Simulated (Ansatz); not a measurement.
Geometry optimisation in Ansatz: input, command and trajectory.

```yaml
crystal:
  lattice:
    - [4.1924638679, 0.0, 0.0]
    - [0.3046040972, 3.7610229396, 0.0]
    - [-0.4463330976, -1.518217778, 2.8709306171]
  atoms:
    - { symbol: Be, position: [0.6786965908, 0.1020221952, 0.7953863524] }
    - { symbol: Be, position: [0.187021229, 0.6241217153, 0.1971924954] }
    - { symbol: Be, position: [0.412820866, 0.6101952609, 0.725443355] }
    - { symbol: B, position: [0.1361984228, 0.9800801313, 0.2029300983] }
    - { symbol: B, position: [0.1087750351, 0.2129599146, 0.6603706653] }
basis:
  ecutwfc: 420
kpoints:
  mp_grid: { grid: [4, 6, 6] }
hamiltonian:
  xc: pbe
scf:
  occupations: { method: gaussian, width: 0.1 }
  lower_state_search: "off"
output:
  forces: true
  stress: true
  eigenvalues: true
relax:
  adjacent_minimum: "off"
  f_tol: 0.04
  max_steps: 70
  cell: { stress_tol: 0.4 }
```

```bash
ansatz run input.yaml --threads 1 --pin off --max-ram 2560MiB --backend cpu --events-out ev --progress --plain --runs-dir out
```

Method: DFT PBE, scalar-relativistic, plane waves, PAW in Ansatz 0.2.0.

Of 16 frames 10 are shown, positions in Å and forces in eV/Å; the SCF threshold varies from step to step. Steps run on the plane waves of an earlier cell, with a Pulay correction in the pressure. The basis is chosen afresh for the last frame, the zero of the energies, and at times for earlier ones too; energy and pressure step there, also at an unchanged geometry. Here that happened at step 14 (-2 meV/atom, 0.2 GPa); the frames before carry an error of that size.

```xyz
5
Lattice="4.1925 0.0000 0.0000 0.3046 3.7610 0.0000 -0.4463 -1.5182 2.8709" Properties=species:S:1:pos:R:3:forces:R:3 pbc="T T T" step=1 free_energy_over_end_meV_per_atom=1472.12 pressure_GPa=37.03
Be    2.5215   -0.8239    2.2835   -0.0714    0.2251    0.1475
Be    0.8862    2.0480    0.5661    0.4352  -13.1903    0.9703
Be    1.5928    1.1936    2.0827    0.0001   -1.1844    1.3037
B     0.7790    3.3780    0.5826    1.5878   15.2086  -10.1468
B     0.2262   -0.2016    1.8959   -1.9518   -1.0591    7.7252
5
Lattice="3.8769 -0.0397 -0.0697 0.2460 3.8020 -0.0786 -0.4461 -1.5878 3.1091" Properties=species:S:1:pos:R:3:forces:R:3 pbc="T T T" step=3 free_energy_over_end_meV_per_atom=395.12 pressure_GPa=1.21
Be    2.2255   -0.9140    2.4625   -0.4569   -0.1791    0.3394
Be    0.7543    1.9780    0.5756   -0.4276   -1.5814    0.8199
Be    1.4229    1.0630    2.2494    0.0167   -0.2529   -0.4474
B     0.8155    3.6740    0.3996    1.0100    3.7111   -1.3189
B     0.1591   -0.3435    2.0334   -0.1421   -1.6977    0.6070
5
Lattice="3.6989 -0.0021 -0.0698 0.2669 3.8211 -0.1275 -0.4408 -1.6357 3.1456" Properties=species:S:1:pos:R:3:forces:R:3 pbc="T T T" step=4 free_energy_over_end_meV_per_atom=228.60 pressure_GPa=-1.90
Be    2.0710   -0.9682    2.5477   -0.1650   -0.1143    0.5493
Be    0.6873    2.0066    0.5644   -0.4049    0.0408   -0.0460
Be    1.3584    1.0088    2.2125   -0.0501   -0.0481   -0.8124
B     0.9074    3.8520    0.3100    0.7233    0.7887    0.5594
B     0.1483   -0.4596    2.0567   -0.1030   -0.6669   -0.2504
5
Lattice="3.4426 0.1529 0.1321 0.3873 3.8025 -0.1894 -0.3314 -1.6986 3.2942" Properties=species:S:1:pos:R:3:forces:R:3 pbc="T T T" step=6 free_energy_over_end_meV_per_atom=82.19 pressure_GPa=-1.64
Be    2.0273   -0.9612    3.0797    0.3432    0.0987    0.2086
Be    0.6505    2.0421    0.4857   -0.6589    0.6594    0.0413
Be    1.3503    1.0094    2.1478    0.2939    0.2820    0.0968
B     1.1136    3.9527    0.3387   -0.1954   -0.7598    0.0868
B     0.2273   -0.5768    2.1737    0.2174   -0.2803   -0.4335
5
Lattice="3.3045 0.3094 0.2889 0.5176 3.6961 -0.1953 -0.2660 -1.6810 3.3594" Properties=species:S:1:pos:R:3:forces:R:3 pbc="T T T" step=8 free_energy_over_end_meV_per_atom=8.71 pressure_GPa=-0.01
Be    2.1175   -0.9238    3.2634   -0.0245    0.0492    0.0125
Be    0.4340    2.0918    0.4918   -0.1507    0.2398    0.1385
Be    1.4049    1.0779    2.1855   -0.0101    0.0682   -0.0471
B     1.2388    3.8622    0.4095   -0.0801   -0.1191    0.0206
B     0.4619   -0.6271    2.2675    0.2655   -0.2382   -0.1244
5
Lattice="3.2897 0.2801 0.3265 0.4903 3.7085 -0.1667 -0.2281 -1.6640 3.3327" Properties=species:S:1:pos:R:3:forces:R:3 pbc="T T T" step=9 free_energy_over_end_meV_per_atom=3.61 pressure_GPa=0.05
Be    2.1610   -0.9309    3.2677   -0.0093   -0.0163   -0.0069
Be    0.3608    2.1159    0.5249   -0.0223    0.0016    0.0183
Be    1.3903    1.1037    2.1802    0.0394    0.0423   -0.0034
B     1.1913    3.8747    0.4474   -0.0162   -0.0365    0.0215
B     0.5601   -0.6518    2.2583    0.0085    0.0090   -0.0295
5
Lattice="3.3002 0.2919 0.3382 0.5016 3.7007 -0.1791 -0.2254 -1.6718 3.3199" Properties=species:S:1:pos:R:3:forces:R:3 pbc="T T T" step=11 free_energy_over_end_meV_per_atom=2.74 pressure_GPa=-0.29
Be    2.1722   -0.9345    3.2612    0.0003    0.0006    0.0010
Be    0.3311    2.1224    0.5207    0.0056   -0.0138    0.0025
Be    1.4403    1.0894    2.1648   -0.0059    0.0153   -0.0019
B     1.2013    3.8670    0.4356   -0.0132   -0.0404    0.0591
B     0.5698   -0.6548    2.2500    0.0132    0.0384   -0.0607
5
Lattice="3.2962 0.2959 0.3512 0.5049 3.7034 -0.1811 -0.2176 -1.6755 3.3142" Properties=species:S:1:pos:R:3:forces:R:3 pbc="T T T" step=13 free_energy_over_end_meV_per_atom=2.49 pressure_GPa=-0.07
Be    2.1768   -0.9344    3.2652    0.0004    0.0004   -0.0011
Be    0.3328    2.1208    0.5213   -0.0149    0.0176    0.0049
Be    1.4479    1.0928    2.1623    0.0142   -0.0165   -0.0064
B     1.1999    3.8676    0.4401   -0.0032    0.0011   -0.0038
B     0.5800   -0.6536    2.2432    0.0035   -0.0026    0.0064
5
Lattice="3.2962 0.2959 0.3512 0.5049 3.7034 -0.1811 -0.2176 -1.6755 3.3142" Properties=species:S:1:pos:R:3:forces:R:3 pbc="T T T" step=14 free_energy_over_end_meV_per_atom=0.06 pressure_GPa=0.16
Be    2.1768   -0.9344    3.2652    0.0004    0.0004   -0.0011
Be    0.3328    2.1208    0.5213   -0.0140    0.0182    0.0054
Be    1.4479    1.0928    2.1623    0.0133   -0.0171   -0.0069
B     1.1999    3.8676    0.4401   -0.0033    0.0061   -0.0103
B     0.5800   -0.6536    2.2432    0.0036   -0.0075    0.0129
5
Lattice="3.2944 0.2969 0.3643 0.5057 3.7002 -0.1870 -0.2088 -1.6795 3.3181" Properties=species:S:1:pos:R:3:forces:R:3 pbc="T T T" step=16 free_energy_over_end_meV_per_atom=0.00 pressure_GPa=-0.03
Be    2.1841   -0.9383    3.2769   -0.0028    0.0008    0.0014
Be    0.3232    2.1234    0.5241   -0.0006   -0.0172   -0.0063
Be    1.4642    1.0838    2.1609    0.0007    0.0178    0.0078
B     1.1969    3.8648    0.4367   -0.0014    0.0000    0.0064
B     0.5908   -0.6576    2.2486    0.0041   -0.0014   -0.0094
```

The start is a random arrangement. At the end the space group is C2/m (tolerance 0.05 Å).

Time: 93 s on 1 thread of Arm Neoverse V1, with other jobs on the host, peak memory 0.34 GiB.

The k mesh is coarse.